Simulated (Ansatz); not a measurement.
A: SrO (rock salt), a = b = c = 5.160 Å, α = β = γ = 90.00°
B: BaF$_{2}$ (fluorite), a = b = c = 6.1947 Å, α = β = γ = 90.00°
C: Mo (bcc, W type), a = 3.151 Å, b = 3.151 Å, c = 3.151 Å, α = 90.00°, β = 90.00°, γ = 90.00°
D: CdTe (zinc blende), a = b = c = 6.5576 Å, α = β = γ = 90.00°
E: HfN (rock salt), a = 4.525 Å, b = 4.525 Å, c = 4.525 Å, α = 90.00°, β = 90.00°, γ = 90.00°

Scan: energy over volume and axial ratio (atoms clamped). All come from one method, each on a k mesh of its own. All were relaxed with their symmetry unable to fall. HfN is run without spin polarisation. Mo is run without spin polarisation. Spin-orbit coupling is left out.

Task: Rank these by shear modulus C′ = (C11 − C12)/2 (fitted) (lowest first), as r2SCAN (plane waves to 500 eV, PAW, scalar-relativistic; Ansatz, an electronic-structure program) gives it.

Result: D (8 GPa), B (25 GPa), A (67 GPa), C (156 GPa), E (236 GPa)

(A scan under strain: stresses follow from slopes of the energy per volume, elastic moduli from its curvatures.)
